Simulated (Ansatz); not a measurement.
# Calculated quadrupolar parameters for CaH12Cl2O6

The cell is a refined structure from the COD, its atoms then relaxed with PBE in this cell.

Space group P321 (No. 150); a = 7.8760, c = 3.9540 Å, γ = 120.00°.

```csv
site,Wyckoff,site symmetry,x,y,z
Ca,1a,32.,0.0000,0.0000,0.0000
H2,6g,1,0.7654,0.1137,0.5182
H8,6g,1,0.4359,0.1003,0.0992
Cl,2d,3..,0.6667,0.3333,0.4030
O16,3f,.2.,0.7852,0.0000,0.5000
O19,3e,.2.,0.3110,0.0000,0.0000
```

One atom of each set is listed.

Method: Kohn–Sham DFT in Ansatz, PBE, plane waves and PAW, scalar-relativistic, 420 eV cutoff, Γ-centred 3×3×5 k-points, Fermi–Dirac smearing 0.02 eV.

C_Q = eQV_zz/h, which is 24.18 MHz for Q = 1 b and V_zz = 10²¹ V/m²; η = (V_xx − V_yy)/V_zz. ν_Q = 3|C_Q|/[2I(2I − 1)].

Ca-43: I = 7/2, Q = -40.80 mb; ²H: I = 1, Q = 2.858 mb; ³⁵Cl: I = 3/2, Q = -81.12 mb; ¹⁷O: I = 5/2, Q = -25.58 mb. Q values from Pyykkö, Mol. Phys. 116, 1328 (2018).

(1) What field gradients does the calculation give at each kind of site?

## Answers

(1) 

```csv
site,atoms,first shell,C_Q (MHz),η,ν_Q (MHz)
Ca,1,9 O at 2.45–2.60 Å,-0.459,0.00,0.033
H2,6,1 O at 0.99 Å; also 1 Cl at 2.27 Å,0.246,0.11,0.369
H8,6,1 O at 0.98 Å; also 1 Cl at 2.19 Å,0.247,0.14,0.370
Cl,2,6 H at 2.19–2.27 Å; also 6 O at 3.15–3.22 Å,6.39,0.00,3.20
O16,3,"2 H at 0.99 Å, angle 104°; also 2 Ca at 2.60 Å",8.24,0.78,1.24
O19,3,"2 H at 0.98 Å, angle 107°; also 1 Ca at 2.45 Å",9.17,0.71,1.38
```

An axis of threefold or higher order runs through Ca and Cl, so V_zz lies along it and η is zero. At H2 and H8 V_zz points along its bond to O (within 2°) in each case. At O19 V_zz stands upright on the plane of its two bonds (within 1°).

The lattice is static: at room temperature water may turn and average the couplings of its hydrogen.
